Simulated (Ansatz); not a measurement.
Si in space group P4_32_12 (No. 96; Si on 4a, Si on 8b) at seven volumes, plane-wave PAW PBE (Ansatz code), shape and atoms relaxed at each. One row is withheld.

| V (Å³/atom) | P (GPa) |
|---|---|
| 16.701 | 7.68 |
| 17.252 | 4.83 |
| 17.802 | ? |
| 18.353 | 0.00 |
| 18.904 | -2.09 |
| 19.454 | -3.79 |
| 20.005 | -5.37 |

Problem. Fit the shown pressures and predict the withheld one.

Solution. Third-order Birch–Murnaghan: P = (3/2)B₀(x^(7/2) − x^(5/2))[1 + (3/4)(B′ − 4)(x − 1)] with x = (V₀/V)^(2/3). Least squares on the six rows gives V₀ = 18.347 Å³/atom, B₀ = 71.11 GPa, B′ = 3.05. At V = 17.802, x = 1.0203 and P = 2.24 GPa. The run itself gave 2.27 GPa.

The start of the workflow was typed in or built on a structure type; neither database checked (COD, Materials Project) lists it. It is not the phase usual at ambient conditions (space group No. 227). Symmetry was held in the PBE relaxation; its stability against distortions is not shown here.

Potentials: the earlier of the program's two PAW sets.
